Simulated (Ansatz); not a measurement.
AgBr (rock salt)

```
AgBr
1.0
    0.00000     2.92043     2.92043
    2.92043     0.00000     2.92043
    2.92043     2.92043     0.00000
Br Ag
1 1
Direct
  0.00000   0.00000   0.00000
  0.50000   0.50000   0.50000
```

E(V) scan at fixed shape, V₀ the volume above. Symmetry pins the atoms to their sites.

Level of theory: PBE (plane waves to 420 eV, PAW, scalar-relativistic; Ansatz, an electronic-structure program). k mesh 10×10×10 (Γ-centred), Fermi-Dirac smearing 0.05 eV. Stress and pressure are positive under compression. AgBr was relaxed with its symmetry unable to fall.

At one point of the scan the stress tensor (GPa) is:

```
  -0.45     0.00     0.00
   0.00    -0.45     0.00
   0.00     0.00    -0.45
```

Question: Which point is it?
(A) V/V₀ = 1.036
(B) V/V₀ = 1.012
(C) V/V₀ = 1.060
(D) V/V₀ = 1.024

Answer: B, V/V₀ = 1.012

(Under strain, the slope of the energy per volume gives the stress and its curvature an elastic modulus.)
